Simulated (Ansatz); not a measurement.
KBr:
```xyz
2
Lattice="0.0000 3.2750 3.2750 3.2750 0.0000 3.2750 3.2750 3.2750 0.0000" Properties=species:S:1:pos:R:3 pbc="T T T"
K      0.0000     0.0000     0.0000
Br     3.2750     3.2750     3.2750
```

PBEsol in the plane-wave PAW code Ansatz gives a gap of 4.34 eV without spin–orbit coupling, maximum at Γ, minimum at Γ.

Problem. What happens when spin–orbit coupling is switched on?

Solution. The gap shrinks by 0.17 eV, to 4.17 eV; maximum at Γ, minimum at Γ.

Problem. How large is the spin–orbit splitting of the valence top at Γ?

Solution. The fourfold level lies 0.50 eV above the split-off pair.

Problem. Give the electron effective mass with spin–orbit coupling.

Solution. 0.37 mₑ (isotropic).

Problem. Give the hole effective mass with spin–orbit coupling, band 1 of 2 at the edge.

Solution. 3.4 along [100], 2.8 along [110], 2.6 along [111] (mₑ).

Problem. Give the hole effective mass with spin–orbit coupling, band 2 of 2 at the edge.

Solution. 0.72 along [100], 0.75 along [110], 0.77 along [111] (mₑ).

Space group Fm-3m (rock salt). The cell was relaxed with PBEsol under the symmetry of its start.

Potentials: the later of the program's two PAW sets.
